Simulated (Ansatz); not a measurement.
TaNOF in space group Pmmm (No. 47; Ta on 1a, N on 1e, O on 1b, F on 1c) under volume change, plane-wave PAW PBEsol (Ansatz code), shape and atoms relaxed at each volume.

| V (Å³/atom) | E − E(relaxed) (meV/atom) | P (GPa) |
|---|---|---|
| 14.175 | 74.9 | 18.30 |
| 14.642 | 31.9 | 11.35 |
| 15.110 | 7.8 | 5.36 |
| 15.577 | 0.0 | 0.11 |
| 16.044 | 6.5 | -4.38 |
| 16.511 | 24.7 | -7.98 |
| 16.979 | 52.5 | -11.00 |

Q: What does a third-order Birch–Murnaghan fit give for V₀, B₀ and B′?

A: V₀ = 15.59 Å³/atom, B₀ = 157 GPa, B′ = 4.4.

The start of the workflow was typed in or built on a structure type; neither database checked (COD, Materials Project) lists it. Its standing as an ambient phase is unchecked. The cell keeps a stress of up to 0.3 GPa. The cell was relaxed with PBEsol under the symmetry of its start. At this level the phase is dynamically unstable (imaginary phonons). No spin polarisation was allowed. Scalar-relativistic: spin–orbit coupling is off unless named, which matters more the heavier the elements.

Potentials: the earlier of the program's two PAW sets. The files were generated under PBE; for other functionals the program regenerates the frozen cores, and for LDA and PBEsol the local potential too.
